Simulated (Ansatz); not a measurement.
**Pd (diamond): energy against volume**

Computed with Ansatz, DFT, r2SCAN, plane waves (500 eV) with PAW, scalar-relativistic. The PAW files were generated under PBE, with cores re-solved for the functional.

The cell is scaled uniformly from the relaxed one, with fractional coordinates and shape fixed. Energies are extrapolated to zero smearing, pressures are those at the given smearing. Magnetic state: ferromagnetic.

A Birch-Murnaghan fit gives V₀ = 23.57 Å³/atom, B₀ = 78 GPa, B₀′ = 5.0.

Q: What are the energy above the minimum and the pressure at 20.746 Å³/atom?

A: 106.5 meV/atom and 13.98 GPa as computed.

Q: What are the energy above the minimum and the pressure at 22.632 Å³/atom?

A: 10.0 meV/atom and 3.60 GPa as computed.

Q: What are the energy above the minimum and the pressure at 26.404 Å³/atom?

A: 66.3 meV/atom and -6.54 GPa as computed.
